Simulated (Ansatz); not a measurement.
Starting cell, Pb (fcc, Cu type):

```
CELL_PARAMETERS angstrom
      4.99126     0.00000     0.00000
      0.00000     4.99126     0.00000
      0.00000     0.00000     4.99126
ATOMIC_POSITIONS crystal
  Pb 0.00000 0.00000 0.00000
  Pb 0.50000 0.50000 0.00000
  Pb 0.50000 0.00000 0.50000
  Pb 0.00000 0.50000 0.50000
```

In each cell atom 2 (Pb, nearest neighbour Pb at 3.529 Å; its periodic images, 5.0 Å or more away, move with it) moves by s·(0.707, 0.707, 0.000) (along Cartesian [110]), the rest being held.

These are r2SCAN (plane waves to 500 eV, PAW, scalar-relativistic; Ansatz, an electronic-structure program) values and carry that method's errors. k mesh 8×8×8 (Γ-centred), Fermi-Dirac smearing 0.05 eV. With partly filled bands, energies and forces of such displacements shift with the k mesh and the smearing. F∥ is the force on the atom along that direction. On this mesh the relaxed cell isn't quite at rest: it carries a pressure of 0.2 GPa (compression positive) at the zero of the scan. Pb was relaxed with its symmetry unable to fall. Spin-orbit coupling is left out, though Pb is heavy. The PAW data are Ansatz's earlier set. 

```
s (Å)   F∥ (eV/Å)
------  ---------
-0.350      0.404
-0.280      0.255
-0.210      0.149
-0.140      0.075
-0.070      0.027
0.000       0.000
0.070      -0.027
0.140      -0.075
0.210      -0.149
0.280      -0.255
0.350      -0.404
```

Q: What is the force constant k = d²E/ds² of this move at s = 0?

A: 0.34 eV/Å². The forces along the line at the two nearest points give (0.027 − (-0.027)) / (2·0.070) = 0.39 eV/Å²; the next pair corrects for the finite step.

(A displaced cell: forces are minus the slopes of the energy, force constants its curvatures, and phonons follow from these.)
